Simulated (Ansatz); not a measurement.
**What DFT gives for Cl**

```
Cl
1.0
    -3.16302    0.00000    2.12448
     0.00000   -8.27031    0.00000
     3.16302    0.00000    2.12448
Cl
4
Direct
  0.13500 0.89000 0.13500
  0.63500 0.61000 0.63500
  0.86500 0.11000 0.86500
  0.36500 0.39000 0.36500
```

Level: PBE, no spin polarisation; 420 eV; 7×3×7 Γ-centred mesh; fermi-dirac occupations (width 0.1 eV); Ansatz 0.2.0, fixed geometry.

Task: What is the band gap?

Result: The gap is 1.74 eV, indirect (the least direct gap found is 1.75 eV). A semilocal functional usually gives too small a gap.

Task: Which orbitals make up the band edges?

Result: Within 0.7 eV of the edges, the states project mainly on Cl p (100 %) below the gap and on Cl p (95 %) above it.

Task: What does the stress say?

Result: The pressure is -2.4 GPa (compression positive), so with the atoms held at these fractions the cell would first shrink; the forces are large, so a full relaxation may end otherwise. The principal stresses -6.5, -2.3, 1.7 GPa differ, so its shape would change too.

Task: Describe some of the short contacts.

Result: Cl–Cl at 2.15 Å: least valence density 0.81 e/Å³ and ELF 0.69 there, a shared, covalent-like contact. Both are smooth PAW fields, read partly inside the augmentation spheres.

Task: Which atom feels the largest force, and which way?

Result: The largest is on Cl1 (and as large on other atoms): 1.33 eV/Å, components (0.00, -1.06, -0.79). It makes 4° with the line to a nearest neighbour, Cl3 at 2.15 Å, pointing towards it.

Origin: a known structure type with other elements, at an estimated volume, so it need not be a known compound.
